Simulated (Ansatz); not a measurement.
All-electron LAPW in Ansatz 0.2.0 under PBEsol, scalar-relativistic, energies extrapolated to zero smearing. Slabs are 1×1 cells cut from bulk crystals relaxed on PAW files, with atoms then relaxed, 16 to 20 Å of vacuum, a dipole correction, k spacings of 0.16 to 0.26 Å⁻¹ and smearing of 0.02 to 0.1 eV, without spin–orbit coupling; Cr, Mn, Fe, Co, Ni, Eu and Gd start ferromagnetic, the others run without spin. The bulk type named needn't be the stable one, and no reconstruction is allowed.

```csv
slab,area (Å²),γ (J/m²),Φ (eV),Δd12 (%)
"fcc Ni (111), 5 layers",5.19,2.32,5.23,?
"fcc Ni (111), 7 layers",5.20,2.32,5.23,-1.4
"fcc Ni (111), 6 layers",5.20,2.34,5.23,-1.4
```

Q: Fill in "Δd12 (%)" for the row "fcc Ni (111), 5 layers".

A: -1.3.
